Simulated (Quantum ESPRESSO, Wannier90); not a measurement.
**Mg₂Ge (anti-fluorite): Wannier90 run**

```
CELL_PARAMETERS angstrom
      0.00000     3.18430     3.18430
      3.18430     0.00000     3.18430
      3.18430     3.18430     0.00000
ATOMIC_POSITIONS crystal
  Mg 0.75000 0.75000 0.75000
  Mg 0.25000 0.25000 0.25000
  Ge 0.00000 0.00000 0.00000
```

Cell from Materials Project (mp-408), symmetrised, no further relaxation. COD (Crystallography Open Database) has an entry of this formula and space group (matched by these alone). Level: LDA, no spin polarisation, no spin-orbit coupling; pw.x of Quantum ESPRESSO at 68 Ry with PseudoDojo potentials, 8×8×8 k-points, Wannier90. Density: 8×8×8 mesh, cold smearing 0.01 Ry. Spin-orbit coupling, left out, would split the p-like bands by a few tenths of an eV. The gap is small at this level and was sampled on the meshes and a path alone.

Base run: 12 functions from bands 14-34 of the 34 computed, start hydrogen-like Mg: s;p; Ge: s;p, centres 0.05 Å off the atoms, frozen window up to 1.63 eV relative to the valence-band maximum, outer window open. One thing is changed at a time; window edges are relative to the valence-band maximum. The misfit compares interpolated bands with pw.x on a high-symmetry path, for states up to 1.1 eV relative to the valence-band maximum. Converged means that the tolerances were met: symmetric starts can stop on a saddle, which shows as a larger Ω_OD at equal Ω_I and can move the misfit too.

Task: Which of these settings interpolates worst among those that finish?
(A) no frozen window
(B) outer window to 13.46 eV
(C) base
(D) frozen window to 5.63 eV
(E) frozen window to 0.63 eV
(F) frozen window to -0.37 eV

Result: A, no frozen window. The whole sweep:

| setting | functions | frozen to (eV) | Ω_I (Å²) | Ω_D (Å²) | Ω_OD (Å²) | rms misfit (meV) | worst (meV) | ended |
|---|---|---|---|---|---|---|---|---|
| base | 12 | 1.63 | 20.35 | 0.00 | 3.16 | 6.6 | 33 | converged |
| frozen window to 5.63 eV | 12 | 5.63 | 27.04 | 0.10 | 5.53 | 5.9 | 25 | converged |
| frozen window to 0.63 eV | 12 | 0.63 | 19.96 | 0.00 | 3.22 | 25 | 276 | converged |
| frozen window to -0.37 eV | 12 | -0.37 | 19.82 | 0.01 | 3.34 | 97 | 595 | converged |
| frozen window to 7.74 eV | 12 | 7.74 | – | – | – | – | – | stops: too many frozen states |
| no frozen window | 12 | none | 19.34 | 0.01 | 3.07 | 193 | 723 | converged |
| outer window to 13.46 eV | 12 | 1.63 | 32.35 | 0.05 | 5.24 | 6.4 | 47 | converged |
| outer window to 10.46 eV | 12 | 1.63 | – | – | – | – | – | stops: too few bands in the window |
